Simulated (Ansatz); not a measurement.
Relaxed-ion elastic tensor of InSb (rock salt, Fm-3m) in GPa (Voigt order), DFT-PBEsol in the program Ansatz with PAW potentials; density 7.14 g/cm³, 27.50 Å³ per atom.

```
 120  23.8  23.8   0.0   0.0   0.0
23.8   120  23.8   0.0   0.0   0.0
23.8  23.8   120   0.0   0.0   0.0
 0.0   0.0   0.0   6.2   0.0   0.0
 0.0   0.0   0.0   0.0   6.2   0.0
 0.0   0.0   0.0   0.0   0.0   6.2
```

Is the crystal mechanically stable?

Yes: the smallest eigenvalue of C is 6.2 GPa.

Work out the Voigt, Reuss and Hill averages.

K_V = 56.0, K_R = 56.0, K_H = 56.0; G_V = 23.0, G_R = 9.5, G_H = 16.3 GPa.

Give Young's modulus, Poisson's ratio, Pugh's ratio and the universal anisotropy index.

E = 9KG/(3K + G) = 44.5 GPa; ν = 0.37; K/G = 3.44 (ductile by the Pugh limit of 1.75); A_U = 5G_V/G_R + K_V/K_R − 6 = 7.10.

Estimate the sound speeds and the Debye temperature.

v_l = √((K + 4G/3)/ρ) = 3300 m/s, v_t = √(G/ρ) = 1510 m/s, mean 1700 m/s; Θ = (h/k)(3n/4πV)^(1/3) v_m = 168 K.

Give the Zener ratio and Young's modulus along [100], [110] and [111].

A = 2C44/(C11 − C12) = 0.13; 1/E = S11 − 2(S11 − S12 − S44/2)Γ with Γ = 0, 1/4, 1/3 gives 112, 22.7, 17.9 GPa.

Solve the Christoffel equation for the three sound speeds along [100], [110], [111].

Eigenvalues of C_ijkl n_j n_l equal ρv². In km/s, slowest first: [100] 0.93, 0.93, 4.10; [110] 0.93, 2.60, 3.31; [111] 2.19, 2.19, 3.00.

The first step of the workflow began from a Materials Project structure, measured or hypothetical; the Crystallography Open Database copy checked does not list it. It is not the phase usual at ambient conditions (space group No. 216). The PBEsol relaxation kept the symmetry of its start; its stability against distortions is not shown here. As this level gives no gap, shear constants depend on the k-mesh and smearing (Fermi–Dirac, 0.1 eV here). Spin–orbit coupling is left out wherever it is not named.

Potentials: the later of the program's two PAW sets.
